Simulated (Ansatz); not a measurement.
# TiRh: zone-centre modes under pressure

TiRh, P4/mmm, a = 2.902 Å, c = 3.345 Å. The structure is a COD entry; whether it is the stable form wasn't checked. Ansatz: LDA, PAW, 420 eV, Γ-centred 14×14×12 mesh on 2 atoms, Fermi-Dirac smearing 0.15 eV; no spin polarisation. Cell and atoms are relaxed at each pressure with the symmetry kept; optical modes at Γ by linear response, in cm⁻¹, matched by rank (the highest 2 distinct ones).

| P (GPa) | V (Å³/atom) | ω1 | ω2 |
| --- | --- | --- | --- |
| 0 | 14.085 | 187.9 | 203.0 |
| 5 | 13.786 | 198.9 | 216.3 |
| 15 | 13.274 | ? | ? |

Task: Get each mode's Grüneisen parameter γ = −d ln ω/d ln V from the other rows and predict the missing frequencies.

Result: ln(V/V0) = 0.0000, -0.0215, -0.0593; a line through ln(ω/ω0) of the 2 known rows gives ω1: γ = 2.646, predicted 219.8, computed 218.4; ω2: γ = 2.952, predicted 241.8, computed 239.6. The worst miss is 0.9 %, or 6 % of the shift under pressure, so a constant γ serves at that level. In a metal these frequencies hang on the mesh and smearing.